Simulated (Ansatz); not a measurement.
## Lattice energy of solid CH2ClF

Method: DFT PBE+D3(BJ), scalar-relativistic, plane waves, PAW in Ansatz 0.2.0.

Settings: cutoff 420 eV, Γ-centred mesh 4×6×4 on the computed 10-atom cell, Gaussian smearing of 0.02 eV; no spin polarisation.

The relaxed primitive cell holds 2 CH2ClF (symmetry kept; residual pressure 0.02 GPa). Each molecule is also computed alone in a box with 9 Å or more between images, first as cut from the crystal, then relaxed.

```yaml
crystal:
  lattice:
    - [5.02662, 0.00000, -0.00456]
    - [0.00000, 4.20956, 0.00000]
    - [-2.12261, 0.00000, 6.65188]
  atoms:
    - { symbol: H, position: [0.27203, 0.38505, 0.15454] }
    - { symbol: H, position: [0.72797, 0.88505, 0.84546] }
    - { symbol: H, position: [0.56599, 0.12017, 0.27039] }
    - { symbol: H, position: [0.43401, 0.62017, 0.72961] }
    - { symbol: C, position: [0.34146, 0.14136, 0.19525] }
    - { symbol: C, position: [0.65854, 0.64136, 0.80475] }
    - { symbol: Cl, position: [0.16398, 0.99822, 0.36464] }
    - { symbol: Cl, position: [0.83602, 0.49822, 0.63536] }
    - { symbol: F, position: [0.26998, 0.95571, 0.02408] }
    - { symbol: F, position: [0.73002, 0.45571, 0.97592] }
```

Task: How strongly is the crystal bound?

Result: -0.349 eV (-33.7 kJ/mol) a molecule against the relaxed free molecules, without zero-point or thermal terms. Free molecules keep the site symmetry that they have in the crystal, and one conformer stands for all of a formula. The molecules are strained by 0.003 eV each in the crystal, which takes 70.4 Å³ a molecule. The gap on the mesh is 5.98 eV in the crystal and 6.46 eV between the free molecule's highest filled and lowest empty level.

The start is a cell measured at 30 K (doi:10.1107/S0108270102017328), with 66.94 Å³ a molecule; a static calculation leaves out thermal expansion, so the difference isn't the functional's error alone.

Cost: 3 runs of about 2.5 core-minutes in all, on Arm Neoverse V2 (shared hosts).